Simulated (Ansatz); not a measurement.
Relaxed Sn (diamond):

```
Sn
1.0
    0.00000     6.65536     6.65536
    3.32768     3.32768     6.65536
    3.32768     3.32768     0.00000
Sn
4
Direct
  0.00000   0.25000   0.25000
  0.50000   0.25000   0.25000
  0.00000   0.00000   0.00000
  0.50000   0.00000   0.00000
```

A phonon eigenvector at X = (0.5, 0.5, 0.0) is frozen into this cell: atom i moves by Q times the vector below, so Q is the largest atomic displacement, in Å. The cell is held. It is one choice among 2 degenerate patterns. (q is in reciprocal vectors of the primitive cell; the cell shown is doubled to hold the pattern.)

| atom | x | y | z |
|---|---|---|---|
| Sn1 | 0.000 | 0.000 | -1.000 |
| Sn2 | 0.000 | 0.000 | 1.000 |

Atoms not listed stay in place.

These are PBE (plane waves to 420 eV, PAW, scalar-relativistic; Ansatz, a quantum-chemistry and plane-wave program) values and carry that method's errors. k mesh 12×12×12 (Γ-centred), Fermi-Dirac smearing 0.05 eV. E stands for the smeared free energy. Stress and pressure are positive under compression. With partly filled bands, energies and forces of such displacements shift with the k mesh and the smearing. Sn was relaxed with its symmetry unable to fall. The relaxed volume of Sn is well above the measured one; the method has no dispersion term. ΔE is measured from the undisplaced structure.

```
Q (Å)   ΔE (meV/cell)  P (GPa)
------  -------------  -------
-0.280     (withheld)      1.3
-0.233            461      0.9
-0.187     (withheld)      0.6
-0.140     (withheld)      0.3
-0.093     (withheld)      0.1
-0.047             19      0.0
0.000               0      0.0
0.047              19      0.0
0.093      (withheld)      0.1
0.140      (withheld)      0.3
0.187      (withheld)      0.6
0.233             461      0.9
0.280      (withheld)      1.3
```

Fill in the missing entries.


- -0.280, ΔE (meV/cell): 659
- -0.187, ΔE (meV/cell): 297
- -0.140, ΔE (meV/cell): 168
- -0.093, ΔE (meV/cell): 75
- 0.093, ΔE (meV/cell): 75
- 0.140, ΔE (meV/cell): 168
- 0.187, ΔE (meV/cell): 297
- 0.280, ΔE (meV/cell): 659

(For displaced atoms, the force is minus the slope of the energy, and its curvature is a force constant, which sets phonon frequencies.)
